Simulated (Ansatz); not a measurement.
The cell below belongs to a search over invented structures; it isn't taken from experiment.

Input and command of a plane-wave DFT calculation in Ansatz:

```yaml
crystal:
  lattice:
    - [5.90860265, 0.0, 0.0]
    - [0.0, 5.90860265, 0.0]
    - [0.0, 0.0, 5.90860265]
  atoms:
    - { symbol: Fe, position: [0.5, 0.5, 0.5], spin: -4.0 }
    - { symbol: Cu, position: [0.0, 0.0, 0.0], spin: 1.0 }
    - { symbol: C, position: [0.18731679, 0.18731679, 0.18731679] }
    - { symbol: C, position: [0.18731679, 0.81268321, 0.81268321] }
    - { symbol: C, position: [0.81268321, 0.18731679, 0.81268321] }
    - { symbol: C, position: [0.81268321, 0.81268321, 0.18731679] }
    - { symbol: "N", position: [0.30164159, 0.30164159, 0.30164159] }
    - { symbol: "N", position: [0.30164159, 0.69835841, 0.69835841] }
    - { symbol: "N", position: [0.69835841, 0.30164159, 0.69835841] }
    - { symbol: "N", position: [0.69835841, 0.69835841, 0.30164159] }
basis:
  ecutwfc: 420
kpoints:
  mp_grid: { grid: [4, 4, 4] }
hamiltonian:
  xc: pbe
scf:
  occupations: { method: gaussian, width: 0.1 }
  lower_state_search: "off"
output:
  forces: true
  stress: true
  eigenvalues: true
  populations: true
magnetization:
  spin_polarized: true
relax:
  adjacent_minimum: "off"
  f_tol: 0.04
  max_steps: 70
  cell: { stress_tol: 0.4 }
```

```bash
ansatz run input.yaml --threads 1 --pin off --max-ram 2560MiB --backend cpu --events-out ev --progress --plain --runs-dir out
```

Processor: Intel(R) Xeon(R) 6975P-C (Granite Rapids), 1 thread, on a host shared with other jobs.

Problem. Estimate time, memory and problem size.

Solution. About 63 s, peak memory 0.55 GiB. It solves 48 bands at 10 k points (after reduction by symmetry) with about 3791 plane waves (on the last cell), in 76 SCF iterations over 6 ionic steps.
